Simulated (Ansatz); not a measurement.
TiP in space group P6_3/mmc (No. 194; Ti on 4f, P on 2d, P on 2a) at seven volumes, plane-wave PAW PBEsol (Ansatz code), shape and atoms relaxed at each. One row is withheld.

| V (Å³/atom) | P (GPa) |
|---|---|
| 13.645 | 17.09 |
| 14.095 | 10.51 |
| 14.545 | 4.85 |
| 14.995 | -0.01 |
| 15.445 | -4.18 |
| 15.895 | -7.77 |
| 16.344 | ? |

Q: Fit the shown pressures and predict the withheld one.

A: Third-order Birch–Murnaghan: P = (3/2)B₀(x^(7/2) − x^(5/2))[1 + (3/4)(B′ − 4)(x − 1)] with x = (V₀/V)^(2/3). Least squares on the six rows gives V₀ = 14.995 Å³/atom, B₀ = 149.9 GPa, B′ = 4.03. At V = 16.344, x = 0.9442 and P = -10.86 GPa. The run itself gave -10.85 GPa.

The first step of the workflow began from a Materials Project structure, measured or hypothetical; the Crystallography Open Database files this formula in space group No. 194, but the cells were not matched. Its standing as an ambient phase is unchecked. The PBEsol relaxation kept the symmetry of its start; its stability against distortions is not shown here. The run is not spin-polarised.

Potentials: the later of the program's two PAW sets.
